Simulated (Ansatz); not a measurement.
# Ni: is the k mesh converged?

Ni in a ferromagnetic state, in a typed cell, not relaxed.

```
Ni
1.0
     0.00000    1.76000    1.76000
     1.76000    0.00000    1.76000
     1.76000    1.76000    0.00000
Ni
1
Direct
  0.00000 0.00000 0.00000
```

Computed with Ansatz (plane-wave DFT, scalar-relativistic): PBE; Ansatz hand-made PAW at 920 eV; k mesh 8×8×8; Fermi–Dirac smearing of 0.1 eV; collinear spin from start moments 0.7 μB (atoms as listed). Harmonic phonons by finite displacements in cells commensurate with each q, in cm⁻¹; i marks an unstable mode.

Caveats: coarse k mesh.

At 10.90 Å³ an atom it gives lowest mode at q = [0.5, 0, 0.5] (cm⁻¹) 209; top mode at q = [0.5, 0, 0.5] (cm⁻¹) 279.

Problem. Repeat on 16×16×16. Do the numbers hold?

Solution. 
```tsv
k mesh	cutoff (eV)	volume (Å³/atom)	lowest mode at q = [0.5, 0, 0.5] (cm⁻¹)	top mode at q = [0.5, 0, 0.5] (cm⁻¹)
16×16×16	920	10.90	210	282
```

Yes: these numbers hold within 2 %, and no mode moves by more than 4 cm⁻¹.
